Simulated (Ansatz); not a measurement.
Nb$_{2}$O$_{5}$:
```cif
data_Nb2O5
_chemical_formula_sum 'Nb2 O5'
_space_group_name_H-M_alt 'P 1'
_space_group_IT_number 1
_cell_length_a 6.72487
_cell_length_b 6.72487
_cell_length_c 3.98292
_cell_angle_alpha 89.319
_cell_angle_beta 90.681
_cell_angle_gamma 146.965
loop_
_space_group_symop_operation_xyz
  'x, y, z'
loop_
_atom_site_label
_atom_site_type_symbol
_atom_site_fract_x
_atom_site_fract_y
_atom_site_fract_z
_atom_site_occupancy
Nb1 Nb 0.85364 0.14636 0.93346 1
Nb2 Nb 0.14636 0.85364 0.06654 1
O1 O 0.85122 0.14878 0.48797 1
O2 O 0.14878 0.85122 0.51203 1
O3 O 0.00000 0.00000 0.00000 1
O4 O 0.68479 0.31521 0.00395 1
O5 O 0.31521 0.68479 0.99605 1
```

Relaxed with r²SCAN.

Question: Which orbitals make up the states near the band edges in DFT-r²SCAN in the program Ansatz with PAW potentials?

Answer: Top 1 eV of the valence band: O 2p 96 %. Bottom 1 eV of the conduction band: Nb 4d 83 %, O 2p 13 %. Projections are on Löwdin-orthogonalised atomic valence shells; empty p or d shells of many metals are not among them.

Question: Tabulate the density of states.

Answer: States/eV per cell of 7 atoms, in 0.25 eV bins, energy from the valence-band maximum.

```
E (eV)  total  O 2p  Nb 4d  O 2s
------  -----  ----  -----  ----
-5.77    0.00  0.00   0.00  0.00
-5.52    5.00  3.20   1.57  0.02
-5.27    3.58  2.32   1.09  0.02
-5.02    5.26  3.39   1.65  0.04
-4.77    6.21  4.12   1.80  0.05
-4.52    4.17  2.78   1.19  0.04
-4.27    4.32  2.94   1.16  0.05
-4.02    4.19  2.91   1.08  0.05
-3.77    4.34  3.10   1.03  0.05
-3.52    5.07  3.70   1.15  0.06
-3.27    5.34  3.95   1.17  0.06
-3.02    5.63  4.26   1.17  0.05
-2.77    5.81  4.54   1.06  0.05
-2.52    7.39  5.95   1.17  0.06
-2.27    5.39  4.40   0.76  0.06
-2.02    6.34  5.23   0.87  0.06
-1.77    7.41  6.34   0.84  0.04
-1.52    8.67  7.81   0.59  0.04
-1.27    4.34  3.98   0.23  0.03
-1.02    8.05  7.60   0.23  0.05
-0.77    5.26  5.05   0.12  0.02
-0.52    4.04  3.91   0.08  0.01
-0.27    3.34  3.26   0.04  0.00
-0.02    0.85  0.83   0.01  0.00
0.23     0.00  0.00   0.00  0.00
0.48     0.00  0.00   0.00  0.00
0.73     0.00  0.00   0.00  0.00
0.98     0.00  0.00   0.00  0.00
1.23     0.00  0.00   0.00  0.00
1.48     0.00  0.00   0.00  0.00
1.73     0.00  0.00   0.00  0.00
1.98     0.00  0.00   0.00  0.00
2.23     0.00  0.00   0.00  0.00
2.48     0.00  0.00   0.00  0.00
2.73     0.02  0.00   0.02  0.00
2.98     0.41  0.04   0.36  0.00
3.23     3.24  0.36   2.74  0.04
3.48     4.60  0.58   3.80  0.08
3.73     2.51  0.43   1.99  0.03
3.98     1.89  0.38   1.43  0.02
4.23     2.56  0.54   1.88  0.05
4.48     3.67  0.84   2.59  0.07
4.73     5.23  1.23   3.60  0.13
4.98     5.27  1.39   3.53  0.09
5.23     5.55  1.62   3.56  0.07
5.48     5.01  1.48   3.10  0.07
5.73     4.16  1.24   2.49  0.07
5.98     2.47  0.79   1.38  0.03
6.23     2.66  0.72   1.48  0.13
6.48     2.17  0.35   1.33  0.25
6.73     2.16  0.35   1.27  0.26
6.98     1.89  0.33   1.04  0.22
7.23     1.58  0.26   0.80  0.19
7.48     2.06  0.35   1.04  0.24
```

Space group C2/m. The workflow started from a Materials Project entry (that database holds measured and hypothetical structures alike); the Crystallography Open Database copy checked does not list it. COD files the formula under space group No. 3, 15, 139, so this cell is another polymorph or a model. Whether it is the stable phase at ambient conditions was not checked. The cell was relaxed with r²SCAN under the symmetry of its start; whether a distortion lowers the energy is not shown. No spin polarisation was allowed. Scalar-relativistic: spin–orbit coupling is off unless named, which matters more the heavier the elements.

Potentials: the later of the program's two PAW sets.
